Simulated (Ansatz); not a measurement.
The cell is an ordered 8-atom cell of Ga4As3P on the zincblende lattice (Amm2); cell and atoms were relaxed with r2SCAN. The symmetry is Amm2 (No. 38, orthorhombic); conventional cell a = 3.970 Å, b = 7.938 Å, c = 11.216 Å, 22.09 Å³ an atom. P is surrounded by 4 Ga at 2.38–2.40 Å; As is surrounded by 4 Ga at 2.43–2.46 Å; As is surrounded by 4 Ga at 2.43–2.45 Å; Ga is surrounded by 2 P at 2.40 Å and 2 As at 2.46 Å; Ga is surrounded by 1 P at 2.38 Å and 3 As at 2.44–2.45 Å; Ga is surrounded by 4 As at 2.43 Å.

```cif
data_structure
_symmetry_space_group_name_H-M 'Amm2'
_symmetry_Int_Tables_number 38
_cell_length_a 3.9703
_cell_length_b 7.9379
_cell_length_c 11.2165
_cell_angle_alpha 90.000
_cell_angle_beta 90.000
_cell_angle_gamma 90.000
_cell_volume 353.50
loop_
_atom_site_label
_atom_site_type_symbol
_atom_site_symmetry_multiplicity
_atom_site_Wyckoff_symbol
_atom_site_fract_x
_atom_site_fract_y
_atom_site_fract_z
_atom_site_occupancy
P1 P 2 a 0.00000 0.50000 0.49996 1
As1 As 4 e 0.50000 0.74979 0.24996 1
As2 As 2 a 0.00000 0.50000 0.00019 1
Ga1 Ga 2 b 0.50000 0.50000 0.37948 1
Ga2 Ga 4 d 0.00000 0.75496 0.12285 1
Ga3 Ga 2 b 0.50000 0.50000 0.87475 1
```

4 runs of Ansatz on this cell differ in the functional (and in the settings that go with it). Levels are in eV from each run's valence top; v1 is the last filled band, c1 the first empty one.

Run A, mean stress +2.7 GPa (compression positive):
```
point     v2     v1    c1    c2
    Γ  -0.01   0.00  0.74  1.09
    Y  -1.27  -1.12  1.85  2.08
   C₀  -1.52  -0.67  2.15  2.50
    Z  -1.39  -1.12  2.66  2.91
   A₀  -1.36  -1.36  1.66  1.79
    T  -1.15  -1.03  1.07  1.12
```

Run B, mean stress 0.0 GPa (compression positive):
```
point     v2     v1    c1    c2
    Γ  -0.01   0.00  1.23  1.46
    Y  -1.32  -1.16  2.13  2.37
   C₀  -1.58  -0.70  2.45  2.81
    Z  -1.44  -1.16  3.01  3.27
   A₀  -1.41  -1.41  1.94  2.08
    T  -1.19  -1.07  1.43  1.49
```

Run C, mean stress +0.6 GPa (compression positive):
```
point     v2     v1    c1    c2
    Γ  -0.01   0.00  1.66  1.89
    Y  -1.39  -1.21  2.58  2.77
   C₀  -1.65  -0.73  2.92  3.23
    Z  -1.50  -1.20  3.50  3.75
   A₀  -1.46  -1.45  2.29  2.44
    T  -1.23  -1.11  1.85  1.89
```

Run D, mean stress +0.4 GPa (compression positive):
```
point     v2     v1    c1    c2
    Γ  -0.01   0.00  2.31  2.55
    Y  -1.41  -1.23  3.25  3.44
   C₀  -1.68  -0.73  3.59  3.90
    Z  -1.53  -1.23  4.19  4.44
   A₀  -1.48  -1.47  2.95  3.10
    T  -1.24  -1.14  2.51  2.55
```

**Question.** Match the runs to PBE, r2SCAN, HSE06, PBE0.

**Answer.** A is PBE, B is r2SCAN, C is HSE06, D is PBE0. In order of the gap: PBE 0.74, r2SCAN 1.23, HSE06 1.66, PBE0 2.31 eV. The stress vanishes for r2SCAN, which relaxed the cell.

(Calculated; spin-unpolarised; the phase may be known or hypothetical.)

Spin-orbit coupling is left out.

The program warns that its thresholds are loose for a hybrid's stress.

The meshes of the hybrids are coarse, so their gaps aren't converged to the digits shown.
